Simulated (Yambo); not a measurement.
G0W0@PBEsol for SiC (zinc blende, space group F-43m, No. 216) in Yambo. Reference settings: 6×6×6 Γ-centred k mesh, 76 bands and a 14 Ry block in the screening, 76 bands in G with the Bruneval-Gonze terminator, plasmon pole fitted at 27.2 eV. The PBEsol gap Γ → X on this mesh is 1.24 eV; G0W0 gaps are taken between the same points.

```tsv
change from the reference	G0W0 gap Γ → X (eV)	shift of the valence edge (eV)
reference settings	2.18	-0.75
4×4×4 mesh	2.16	-0.69
11 Ry block	2.12	-0.67
23 bands in G, no terminator	1.93	-0.16
1 Ry block	[?]	-0.06
47 bands in G	2.20	-0.76
47 bands in W, 47 bands in G	2.17	-0.68
no terminator	2.12	-0.64
```

### Question
Estimate the withheld gaps from the other rows; the computed values follow.

### Answer

- 1 Ry block, G0W0 gap Γ → X (eV): 1.89

The reference isn't shown to be the converged limit.

Geometry relaxed with PBEsol; primitive cell a = b = c = 3.081 Å, α = β = γ = 60.00°.

A shift is the quasiparticle energy of the state minus its PBEsol energy.
